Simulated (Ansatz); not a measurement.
InP:
```cif
data_InP
_chemical_formula_sum 'In1 P1'
_space_group_name_H-M_alt 'Pm-3m'
_space_group_IT_number 221
_space_group_name_Hall '-P 4 2 3'
_cell_length_a 3.38724
_cell_length_b 3.38724
_cell_length_c 3.38724
_cell_angle_alpha 90.000
_cell_angle_beta 90.000
_cell_angle_gamma 90.000
loop_
_atom_site_label
_atom_site_type_symbol
_atom_site_symmetry_multiplicity
_atom_site_Wyckoff_symbol
_atom_site_fract_x
_atom_site_fract_y
_atom_site_fract_z
_atom_site_occupancy
In1 In 1 a 0.00000 0.00000 0.00000 1
P1 P 1 b 0.50000 0.50000 0.50000 1
```

Relaxed with PBEsol.

Decompose the optical modes at the zone centre into irreducible representations, and say which are infrared and Raman allowed.

Point group m-3m: Γ_opt = T1u. Infrared: T1u. Raman: none.

Assign frequencies (DFPT, PBEsol (plane waves, PAW; program Ansatz)).

T1u 116 cm⁻¹.

The cell is a constructed one: a structure type filled with these elements; neither database checked (COD, Materials Project) lists it. It is not the phase usual at ambient conditions (space group No. 216). Symmetry was held in the PBEsol relaxation; its stability against distortions is not shown here. As this level gives no gap, phonon frequencies hold no LO–TO term and depend on the k-mesh and smearing (Fermi–Dirac, 0.1 eV here).

Potentials: the earlier of the program's two PAW sets. The files were generated under PBE; for other functionals the program regenerates the frozen cores, and for LDA and PBEsol the local potential too.
